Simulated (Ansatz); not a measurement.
Input file for Ansatz (a first-principles code):

Ansatz 0.2 input:
```yaml
crystal:
  lattice:
    - [4.0521889853, 0.0, 0.0]
    - [0.0, 4.0521889853, 0.0]
    - [0.0, 0.0, 4.0521889853]
  atoms:
    - { symbol: Al, position: [0.0, 0.0, 0.0] }
    - { symbol: Ir, position: [0.0, 0.5, 0.5] }
    - { symbol: Ir, position: [0.5, 0.0, 0.5] }
    - { symbol: Ir, position: [0.5, 0.5, 0.0] }
    - { symbol: N, position: [0.5, 0.5, 0.5] }
kpoints:
  mp_grid: { grid: [10, 10, 10] }
hamiltonian:
  xc: r2scan
  pseudopotentials: { azcp: { folder: ./paw }, kind: paw }
scf:
  occupations: { method: gaussian, width: 0.05 }
checkpoint: { read: metal.run }
output: { write_density: true, elf: true, volumetric_format: npy }
basis: { fft_grid_basis: typed }
```

Output (shortened):

```
Pseudopotential: Al, paw, valence charge 3
Pseudopotential: Ir, paw, valence charge 17
Pseudopotential: N, paw, valence charge 5
Functional definition: r2SCAN
Crystal: 5 atoms, lattice volume = 66.538 Å³
Basis set: ecut = 500 eV, 1743 PW (Γ), exchange–correlation on 120×120×120 points (64 copies of the dense FFT grid, shifted against one another)
Bands: 36, of which v1, the nominal top of the filled ones, is band 30 counted from 1 (29 counted from 0)
Symmetry: 48 space group operations
Space group: Pm-3m (ITA 221), of the structure as read, at distance tolerance 4.1e-5 Å
k-points: 56 of 1000
Stability of the state it starts from, as read at its close in the unpolarized treatment …
iter 1 solved again at ethr=5.54e-8 eV; its pass at ethr=3.10e-3 eV (dr2=3.27e-5 eV) is discarded
SCF iter   1: F=—  HF=-36773.430804 eV  |F-HF|=—  |Δ(HF+E_count)|=         —  Δρ=3.49e-7  dr2=3.84e-11  dr2_τ=1.87e-11  ethr=5.54e-8  ⟨swp⟩=3.7  Hψ=13448  notcnv=0
preconditioner: auto → Kerker (q_TF=auto, 2.674 Å⁻¹)
SCF iter   2: F=-36773.430804 eV  HF=-36773.430804 eV  |F-HF|=7.28e-12  |Δ(HF+E_count)|=   2.56e-8  Δρ=2.65e-7  dr2=2.89e-11  dr2_τ=2.43e-11  ethr=1.00e-12  ⟨swp⟩=5.8  Hψ=7350  notcnv=0
SCF 1 converged in 2 iterations: F = -36773.430804 eV  dr2 = 2.89e-11
SCF converged after 2 iterations
Free energy (F): -36773.430804 eV
Harris-Foulkes:  -36773.430804 eV  (|F-HF|=7.28e-12)
Internal energy: -36773.424582 eV  (E = F + TS)
E sigma→0 (E₀):  -36773.427693 eV
Entropy (-TS):   -0.006222 eV (-1.244 meV/atom)
Fermi energy:    19.708153 eV
--- Per-component energies (eV) ---
  E_band       = -521.163360
  E_kinetic    = 1787.186815
  E_local      = -5219.184916  (includes V_loc(G=0)·N_el)
  E_nonlocal   = 620.753517
  E_hartree    = 2050.327700
  E_xc         = -744.444148
  E_vxc        = -959.579003  (∫ρ·V_xc dr)
  E_paw        = -28483.776824  (= ΣΔE_a)
  E_vpaw       = -910.301852  (= ΣTr[D̂ρ^β])
  E_aug_tail   = 0.000710  (compensation charges beyond the density's cutoff)
  E_vtau       = 59.305870  (kinetic-family band-sum trace: ∫τ·v_τ [+ j·A + Jᵃ·Aᵃ] dr)
  E_ewald      = -6783.246641
  E_core_change = -1.040796  (= ΣΔE_core)
  E_smearing   = -0.006222  (= −TS)
  E_closure    = 0.000000  (closes the sum)
  Σ components = -36773.430804   (vs F -36773.430804, Δ=0.00e0)
  [band-id]    e_kinetic+e_local+e_nonlocal+2·e_hartree+e_vxc+e_vpaw+e_augmentation_tail+e_vtau = -521.163457   (vs E_band -521.163360, Δ=-9.79e-5)
--- Band table (eV; the first three rows and the last of 56) ---
  k-point 0: bands = ["-75.1091", "-75.0720", "-75.0720", "-31.8855", "-31.8855", "-31.8855", "-31.1242", "-31.1242", "-31.1242", "-31.1143", "-31.1143", "-31.1143", "-0.9775", "9.3332", "13.3063", "13.3063", "13.3063", "13.3442", "13.3442", "13.3442", …
  k-point 1: bands = ["-75.1083", "-75.0728", "-75.0720", "-31.8836", "-31.8836", "-31.8826", "-31.1285", "-31.1250", "-31.1250", "-31.1154", "-31.1154", "-31.1146", "-0.9084", "9.4303", "12.8069", "12.9445", "12.9445", "13.3388", "13.7111", "13.7111", …
  k-point 2: bands = ["-75.1060", "-75.0751", "-75.0720", "-31.8787", "-31.8787", "-31.8750", "-31.1400", "-31.1282", "-31.1282", "-31.1175", "-31.1175", "-31.1155", "-0.7191", "9.6956", "11.7747", "12.6154", "12.6154", "13.4283", "13.7161", "14.0387", …
  k-point 55: bands = ["-75.0843", "-75.0843", "-75.0843", "-32.1899", "-31.6796", "-31.6796", "-31.2858", "-31.2858", "-31.2858", "-30.9992", "-30.9992", "-30.9992", "1.7063", "8.4815", "8.4815", "8.4815", "11.5100", "15.1832", "15.1832", "15.1832", …
```

Cost: about 7 core-seconds (a rough figure) on shared cores.

The start of the workflow was typed in or built on a structure type; neither database checked (COD, Materials Project) lists it. Whether it is the stable phase at ambient conditions was not checked. The cell was relaxed with r²SCAN under the symmetry of its start; whether a distortion lowers the energy is not shown. The run is not spin-polarised. The volume moved by 18 % from the start of the relaxation. Its formation energy is positive at this level, so the cell may be metastable or incomplete. With an odd number of electrons in the cell and no spin polarisation, the count alone makes it a metal. Spin–orbit coupling is left out wherever it is not named.

Potentials: the earlier of the program's two PAW sets. The files were generated under PBE; for other functionals the program regenerates the frozen cores, and for LDA and PBEsol the local potential too.

Ansatz is a plane-wave DFT program.
